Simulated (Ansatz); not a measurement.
Data:

TiO$_{2}$:
```
CELL_PARAMETERS angstrom
     -1.88448     1.88448     4.78029
      1.88448    -1.88448     4.78029
      1.88448     1.88448    -4.78029
ATOMIC_POSITIONS crystal
  Ti 0.00000 0.00000 0.00000
  Ti 0.75000 0.25000 0.50000
  O  0.95739 0.45739 0.50000
  O  0.20739 0.20739 0.00000
  O  0.79261 0.79261 0.00000
  O  0.54261 0.04261 0.50000
```

This is the PBEsol-relaxed structure.

Q: All from the program Ansatz at the PBEsol level (PAW), unless another level is named. Estimate the electronic dielectric constant ε∞ (DFPT).

A: 6.85 (xx = yy), 6.28 (zz).

Q: What about the Born charges (a third of the trace)?

A: Ti +6.27, O -3.14 e.

Space group I4_1/amd (anatase). Symmetry was held in the PBEsol relaxation. The run is not spin-polarised.

Potentials: the earlier of the program's two PAW sets. The files were generated under PBE; for other functionals the program regenerates the frozen cores, and for LDA and PBEsol the local potential too.
